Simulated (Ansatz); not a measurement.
Starting cell, GaSb (zinc blende):

```
CELL_PARAMETERS angstrom
      0.00000     6.21351     6.21351
      3.10675     3.10675     6.21351
      3.10675     3.10675     0.00000
ATOMIC_POSITIONS crystal
  Sb 0.00000 0.75000 0.75000
  Sb 0.50000 0.75000 0.75000
  Ga 0.00000 0.00000 0.00000
  Ga 0.50000 0.00000 0.00000
```

A phonon eigenvector at X = (0.5, 0.5, 0.0) is frozen into this cell: atom i moves by Q times the vector below, so Q is the largest atomic displacement, in Å. The cell is held. It is one choice among 2 degenerate patterns. (q is in reciprocal vectors of the primitive cell; the cell shown is doubled to hold the pattern.)

```tsv
atom	x	y	z
Sb1	0.652	0.000	0.000
Sb2	-0.652	0.000	0.000
Ga3	0.000	-1.000	0.000
Ga4	0.000	1.000	0.000
```

Level of theory: PBE (plane waves to 420 eV, PAW, scalar-relativistic; Ansatz, a first-principles code). k mesh 13×13×13 (Γ-centred), Fermi-Dirac smearing 0.05 eV. With partly filled bands, energies and forces of such displacements shift with the k mesh and the smearing. At this level the bands of GaSb touch or barely overlap; measurements give the solid a gap. GaSb was relaxed with its symmetry unable to fall. Spin-orbit coupling is left out, though Sb is heavy.

At one point of the scan the forces (eV/Å) are:

```
atom      Fx      Fy     Fz
----  ------  ------  -----
Sb1    1.085   0.000  0.000
Sb2   -1.085   0.000  0.000
Ga3    0.000  -0.950  0.000
Ga4    0.000   0.950  0.000
```

**Question.** Which point is it?
A) Q = -0.067 Å
B) Q = -0.083 Å
C) Q = -0.100 Å
D) Q = -0.017 Å

**Answer.** C, Q = -0.100 Å

(For displaced atoms, the force is minus the slope of the energy, and its curvature is a force constant, which sets phonon frequencies.)
